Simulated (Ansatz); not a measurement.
RuW:
Space group Fm-3m (No. 225); a = b = c = 5.075 Å, α = β = γ = 90.00°

| atom | site | symmetry | x | y | z |
|---|---|---|---|---|---|
| Ru | 4a | m-3m | 0.0000 | 0.0000 | 0.0000 |
| W | 4b | m-3m | 0.5000 | 0.5000 | 0.5000 |
(The calculation used a cell of 2 atoms; values per cell refer to that cell.)

This is the PBEsol-relaxed structure.

Q: All from the program Ansatz at the PBEsol level (PAW), unless another level is named. Predict the highest zone-centre frequency.

A: 11.4 meV.

Q: Next, the bulk modulus (Birch–Murnaghan fit)?

A: 254 GPa.

The start of the workflow was typed in or built on a structure type; neither database checked (COD, Materials Project) lists it. Its standing as an ambient phase is unchecked. The PBEsol relaxation kept the symmetry of its start. At this level the phase is mechanically unstable. The run is not spin-polarised. Its formation energy is positive at this level, so the cell may be metastable or incomplete. Spin–orbit coupling is left out wherever it is not named.

Potentials: the earlier of the program's two PAW sets. The files were generated under PBE; for other functionals the program regenerates the frozen cores, and for LDA and PBEsol the local potential too.
